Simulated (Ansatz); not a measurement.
Values for one crystal, relaxed and computed with the program Ansatz at the LDA level (PAW); other levels are named.

```yaml
volume_per_atom: 15.72 Å³
electronic_character: metallic (no gap)
mechanical_stability: stable (all eigenvalues of C positive)
Density of states at the Fermi level: 1.3 states/eV per atom (mean over ±0.08 eV)
Elastic constants (relaxed ions, GPa): C11 = 141, C12 = 119, C13 = 72.0, C33 = 252, C44 = 73.9
Pressure derivative B′: 3.7
Bulk modulus (Birch–Murnaghan fit): 115 GPa
```

Pick the material that matches.
A. TiRh3, Cu3Au type
B. TiAl, P-6m2 (Ti on 1a, Al on 1d)
C. MoRu, P-6m2 (Mo on 1e, Ru on 1d)
D. TiFe, CsCl type

B, TiAl, P-6m2 (Ti on 1a, Al on 1d)

The first step of the workflow began from a Materials Project structure, measured or hypothetical; the Crystallography Open Database copy checked does not list it. With Ti and Al taken as one species the cell has the higher symmetry P6_3/mmc, so it may be an ordered model of a mixed-site phase. It is not the phase usual at ambient conditions (space group No. 123). The cell was relaxed with LDA under the symmetry of its start; whether a distortion lowers the energy is not shown. No spin polarisation was allowed. As this level gives no gap, shear constants depend on the k-mesh and smearing (Fermi–Dirac, 0.1 eV here). On the denser mesh and wider smearing of the elastic run this cell carries a stress of 0.4 GPa.

Potentials: the later of the program's two PAW sets.
